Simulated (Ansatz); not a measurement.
Level of theory: DFT PBE, scalar-relativistic, plane waves, PAW (Ansatz 0.2.0). All cells share a 420 eV cutoff and Γ-centred k meshes spaced at most about 0.3 Å⁻¹ (about 0.25 or finer for metals, 2π included). No spin polarisation in the final relaxations.

These are static total energies at zero pressure.

Two relaxed structures of HfAl2N3:

A.

```xyz
12
Lattice="3.2425 0.0000 0.0000 -1.6212 2.8080 0.0000 0.0000 0.0000 15.9674" Properties=species:S:1:pos:R:3 pbc="T T T"
Hf    1.6212    0.9360   13.1769
Hf    0.0000    1.8720    0.2065
Al    1.6212    0.9360    2.9653
Al    1.6212    0.9360    7.8739
Al    0.0000    1.8720    5.4180
Al    0.0000    1.8720   10.3269
N     1.6212    0.9360    4.8859
N     1.6212    0.9360    9.7948
N     1.6212    0.9360   15.3275
N     0.0000    1.8720    2.4206
N     0.0000    1.8720    7.3384
N     0.0000    1.8720   12.2376
```

B.

```xyz
12
Lattice="3.2501 0.0000 0.0000 -1.6250 2.8146 0.0000 0.0000 0.0000 15.9872" Properties=species:S:1:pos:R:3 pbc="T T T"
Hf    1.6250    0.9382    8.0052
Hf    0.0000    1.8764    0.0116
Al    1.6250    0.9382    2.7661
Al    1.6250    0.9382   13.1987
Al    0.0000    1.8764    5.2051
Al    0.0000    1.8764   10.7597
N     1.6250    0.9382    4.7024
N     1.6250    0.9382   10.2381
N     1.6250    0.9382   15.1263
N     0.0000    1.8764    2.2445
N     0.0000    1.8764    7.1327
N     0.0000    1.8764   12.6960
```

Problem. Which arrangement of the elements on these sites is preferred, and by what margin?

Solution. A is lower, by 56 meV/atom. The two share one framework of sites and differ in which element sits where. A has Hf and Al ordered on wurtzite sites, space group P3m1 (No. 156), 12.1 Å³/atom and no gap on its mesh; B has Hf and Al ordered on wurtzite sites, space group P6_3mc (No. 186), 12.2 Å³/atom and no gap. Counting N atoms around Al and Hf (those within 1.25 times the shortest such distance or 1.15 times the sum of covalent radii), A and B both have Hf 4, Al 4. In A, Hf on its first site is surrounded by 4 N at 2.09–2.15 Å; Al on its first site has 4 N at 1.92–1.95 Å; N on its first site has 4 Al at 1.92–1.95 Å; 9 more sites not described. In B, Hf is surrounded by 3 N at 2.07 Å and 1 N at 2.23 Å; Al on its first site has 4 N at 1.94–1.95 Å; N on its first site has 4 Al at 1.94 Å; 3 more sites not described. Both come from invented guesses.

These runs have no spin–orbit coupling, which can matter for Hf. Cells relaxed within their symmetry can be saddle points.
